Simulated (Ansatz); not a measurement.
# LaGe3Ru with basis.ecutwfc, kpoints.mp_grid.grid, hamiltonian.hubbard changed

Computed with the plane-wave PAW code Ansatz (scalar-relativistic, PAW set soft_2): PBEsol, no spin polarisation, 420 eV cutoff, k-mesh 3×3×3. These are the settings of the reference run.

Cell:

```
cell
1.0
    -6.5899   -2.1966    5.0442
    -2.1966    6.5899   -5.0442
     2.1966   -6.5899   -5.0442
Ge La Ru
15 5 5
Direct
  0.4000 0.1756 0.3756
  0.0000 0.5756 0.5756
  0.2000 0.3756 0.9756
  0.8000 0.7756 0.1756
  0.6000 0.9756 0.7756
  0.5000 0.7404 0.2404
  0.1000 0.1404 0.4404
  0.3000 0.9404 0.8404
  0.9000 0.3404 0.0404
  0.7000 0.5404 0.6404
  0.7000 0.0404 0.1404
  0.3000 0.4404 0.3404
  0.5000 0.2404 0.7404
  0.1000 0.6404 0.9404
  0.9000 0.8404 0.5404
  0.4000 0.6010 0.8010
  0.0000 0.0010 0.0010
  0.2000 0.8010 0.4010
  0.8000 0.2010 0.6010
  0.6000 0.4010 0.2010
  0.4000 0.9416 0.1416
  0.0000 0.3416 0.3416
  0.2000 0.1416 0.7416
  0.8000 0.5416 0.9416
  0.6000 0.7416 0.5416
```

The reference run of this cell is solved again as a single point with these keys changed:

| key | reference run | changed run |
| --- | --- | --- |
| basis.ecutwfc | 420 | 500 eV |
| kpoints.mp_grid.grid | [3, 3, 3] | [2, 2, 2] |
| hamiltonian.hubbard | not typed | {sites: [{species: Ru, l: d, u_eff: 3.0}], double_counting: fll} |

Q: How far do the results move?

A: 

```
            quantity  reference run  changed run
      pressure (GPa)            0.0         -0.5
largest force (eV/Å)           0.03         0.11
gap on the mesh (eV)           0.00         0.00
```

The Hamiltonian isn't the same, so energies aren't compared. It took 11 iterations.

Caveats: a single point, atoms not relaxed again; a change of U can also leave the f or d shell in another state.
